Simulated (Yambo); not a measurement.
Yambo run on YOF (space group R-3m, No. 166). The wavefunctions are PBEsol (Quantum ESPRESSO, PseudoDojo norm-conserving, 84 Ry, no spin-orbit coupling) ones on a 4×4×4 mesh (24 occupied bands); a = b = c = 6.6671 Å, α = β = γ = 33.08°.

Yambo input:

```
rim_cut
HF_and_locXC
RandQpts= 1000000
RandGvec= 1 Ry
EXXRLvcs= 84 Ry
VXCRLvcs= 336 Ry
% QPkrange
 1 | 1 | 24 | 25 |
 3 | 3 | 24 | 25 |
 6 | 6 | 24 | 25 |
 7 | 7 | 24 | 25 |
 12 | 12 | 24 | 25 |
 13 | 13 | 24 | 25 |
%
```

k points by index: 1 = Γ, 3 = L, 6 = (0, 0.25, -0.25), 7 = F, 12 = (0.25, -0.5, -0.25), 13 = Z.

Table of the .hf output:

```
#    K-point    Band    Eo [eV]    Ehf [eV]    Vxc [eV]    Vnlxc [eV]
#
    1    24    -0.006984    -5.493501    -19.32699    -24.81350
    1    25    5.595805    10.22692    -10.41717    -5.786049
    3    24    -0.190353    -5.633803    -19.10877    -24.55222
    3    25    5.767114    11.02483    -13.37310    -8.115384
    6    24    0.000000    -5.359941    -19.46586    -24.82580
    6    25    5.379024    10.62655    -13.14465    -7.897127
    7    24    -0.192874    -5.503106    -19.11072    -24.42096
    7    25    5.562141    10.77516    -13.24137    -8.028351
    12    24    -0.046654    -5.362265    -19.25315    -24.56876
    12    25    5.339749    10.58095    -13.11518    -7.873974
    13    24    -0.389701    -5.725874    -18.15299    -23.48917
    13    25    6.282083    11.10584    -11.07122    -6.247459
```
Exchange alone, without screening.

Geometry of the Materials Project entry, not relaxed at this level.
